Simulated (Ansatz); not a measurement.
## H₇ClO₃ — Cl-37 nuclear quadrupole resonance

Cell: a computed structure from the Materials Project (it need not be an observed phase), atoms as given.

```xyz
22
Lattice="6.1366 0.0000 0.0000 -2.2608 6.2465 0.0000 -2.3955 -2.7332 5.6546" Properties=species:S:1:pos:R:3 pbc="T T T"
H     1.7990   -0.4155    1.3015
H     1.7982    0.4286    2.6312
H     4.9548    1.0540    0.4645
H    -0.1475    2.5859    0.5007
H    -1.4010    2.0059    1.7751
H     1.1793    2.0284    4.4573
H     0.2018    1.7888    3.2077
H    -1.9452    3.0894    3.7107
H     3.1790    2.0516    3.0805
H     1.2544    3.6709    3.2402
H    -1.4247   -1.4440    3.2615
H     3.1082   -0.8916    2.6106
H    -0.8700    0.1190    5.5399
H    -1.9361    1.1364    4.9190
Cl    0.3959   -1.3268    4.4935
Cl    3.8446    4.8775    0.6611
O     2.4086   -0.0061    1.9833
O    -0.7718    1.7324    1.0432
O     1.1104    2.0765    3.4288
O    -2.0201    2.1453    3.3400
O     3.7240   -1.5800    3.2739
O     0.6994    3.3773    0.0925
```

Sites (sets of like atoms) are named by element and the number of their first atom in this list.

All values are calculated (Ansatz; DFT, PBE, plane waves and PAW, scalar-relativistic, 420 eV cutoff, Γ-centred 5×4×4 k-points, Fermi–Dirac smearing 0.02 eV), not measured.

Cl-37: I = 3/2, Q = -63.93 mb (year-2017 value). Static lattice, zero field.

**Question.** Predict the zero-field Cl-37 lines of each site.

**Answer.** For I = 3/2 there is one line, ν = (|C_Q|/2)(1 + η²/3)^½.

| site | atoms | V_zz (10²¹ V/m²) | C_Q (MHz) | η | line frequencies (MHz) |
| --- | --- | --- | --- | --- | --- |
| Cl15 | 15 | -5.12 | 7.92 | 0.89 | 4.45 |
| Cl16 | 16 | 4.00 | -6.19 | 0.83 | 3.43 |

**Question.** And for ³⁵Cl (I = 3/2, Q = -81.12 mb) on Cl15?

**Answer.** C_Q scales with Q to 10.1 MHz, with lines at 5.65 MHz.
